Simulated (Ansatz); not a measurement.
**YIn: energy along a strain**

YIn, Pm-3m, a = 3.810 Å (as given, not relaxed at this level: -2.4 GPa). The structure is a COD entry; whether it is the stable form wasn't checked. Ansatz: r2SCAN, PAW, 500 eV, Γ-centred 12×12×12 mesh on 2 atoms, Gaussian smearing 0.15 eV; no spin polarisation. Cell vectors (Å): 3.810 0.000 0.000; 0.000 3.810 0.000; 0.000 0.000 3.810. The cell is strained by x per cent times the pattern (0 1 0 0 0 0) in the order xx yy zz yz xz xy (engineering shears), with fractional coordinates held. y is the free energy over the start, V0 = 27.653 Å³/atom.

```tsv
x (%)	y (meV/atom)
-2.00	-6.24
-1.50	-5.09
-1.00	-3.66
-0.50	-1.96
0.00	0.00
0.50	2.21
1.00	4.67
1.50	7.37
1.75	?
2.00	10.30
```

**Question.** Fit y = c1 x + c2 x² + c3 x³ to the other rows, get the stiffness along the pattern, and predict the missing energy.

**Answer.** Least squares on the rows shown. y = 4.175 x + 0.5072 x² − 0.009966 x³. The clamped-ion stiffness p·C·p = 2 × 5.072 eV × 160.2 / 27.653 Å³ = 59 GPa, which is C22 in these axes (C11 of the cubic crystal) (second derivative at the start, which stands under stress). At x = 1.75 the fit asked for gives 8.81 meV/atom. The run gave 8.81 meV/atom, the same to the digits shown.